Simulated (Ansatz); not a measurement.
Relaxed-ion elastic tensor of GeW (CsCl type, Pm-3m) in GPa (Voigt order), r²SCAN in the plane-wave PAW code Ansatz; density 14.12 g/cm³, 15.08 Å³ per atom.

```
 302   183   183   0.0   0.0   0.0
 183   302   183   0.0   0.0   0.0
 183   183   302   0.0   0.0   0.0
 0.0   0.0   0.0  91.0   0.0   0.0
 0.0   0.0   0.0   0.0  91.0   0.0
 0.0   0.0   0.0   0.0   0.0  91.0
```

Q: Is the crystal mechanically stable?

A: Yes: the smallest eigenvalue of C is 91.0 GPa.

Q: Work out the Voigt, Reuss and Hill averages.

A: K_V = 223, K_R = 223, K_H = 223; G_V = 78.3, G_R = 75.0, G_H = 76.6 GPa.

Q: Give Young's modulus, Poisson's ratio, Pugh's ratio and the universal anisotropy index.

A: E = 9KG/(3K + G) = 206 GPa; ν = 0.35; K/G = 2.91 (ductile by the Pugh limit of 1.75); A_U = 5G_V/G_R + K_V/K_R − 6 = 0.22.

Q: Estimate the sound speeds and the Debye temperature.

A: v_l = √((K + 4G/3)/ρ) = 4800 m/s, v_t = √(G/ρ) = 2330 m/s, mean 2620 m/s; Θ = (h/k)(3n/4πV)^(1/3) v_m = 315 K.

Q: Give the Zener ratio and Young's modulus along [100], [110] and [111].

A: A = 2C44/(C11 − C12) = 1.53; 1/E = S11 − 2(S11 − S12 − S44/2)Γ with Γ = 0, 1/4, 1/3 gives 163, 215, 240 GPa.

Q: Solve the Christoffel equation for the three sound speeds along [100], [110], [111].

A: Eigenvalues of C_ijkl n_j n_l equal ρv². In km/s, slowest first: [100] 2.54, 2.54, 4.62; [110] 2.05, 2.54, 4.86; [111] 2.22, 2.22, 4.94.

A made-up cell: these elements were put on the sites of a structure type; neither database checked (COD, Materials Project) lists it. Its standing as an ambient phase is unchecked. The cell was relaxed with r²SCAN under the symmetry of its start; whether a distortion lowers the energy is not shown. The run is not spin-polarised. As this level gives no gap, shear constants depend on the k-mesh and smearing (Fermi–Dirac, 0.1 eV here). Spin–orbit coupling is left out wherever it is not named.

Potentials: the later of the program's two PAW sets.
